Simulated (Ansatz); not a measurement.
MoN$_{2}$:
```yaml
crystal:
  lattice:
    - [1.48377, 0.85666, 4.74500]
    - [-1.48377, 0.85666, 4.74500]
    - [0.00000, -1.71331, 4.74500]
  atoms:
    - { symbol: Mo, position: [0.99975, 0.99975, 0.99975] }
    - { symbol: N, position: [0.41039, 0.41039, 0.41039] }
    - { symbol: N, position: [0.25587, 0.25587, 0.25587] }
```
The run is spin-polarised; directions of the spins, atom by atom: 0 ↑ ↑.

Relaxed with r²SCAN+D4.

Q: Give the Bader charges and basin volumes of the independent atoms, the program Ansatz at the r²SCAN+D4 level (PAW).

A: 

| atom | Bader charge (e) | Bader volume (Å³) |
|---|---|---|
| Mo1 | +2.00 | 10.4 |
| N2 | -1.00 | 12.9 |
| N3 | -1.00 | 12.9 |

Space group R3m. The start of the workflow was typed in or built on a structure type; neither database checked (COD, Materials Project) lists it. Whether it is the stable phase at ambient conditions was not checked. Symmetry was held in the r²SCAN+D4 relaxation; whether a distortion lowers the energy is not shown. Spin order of the final state: ferromagnetic, chosen from 2 collinear starts compared on coarse meshes (ties went to the first, and starts can fall back to one state), not a proven ground state. Its formation energy is positive at this level, so the cell may be metastable or incomplete. Other orbital occupations within this spin state were not tried. No Hubbard U is applied.

Potentials: the earlier of the program's two PAW sets.
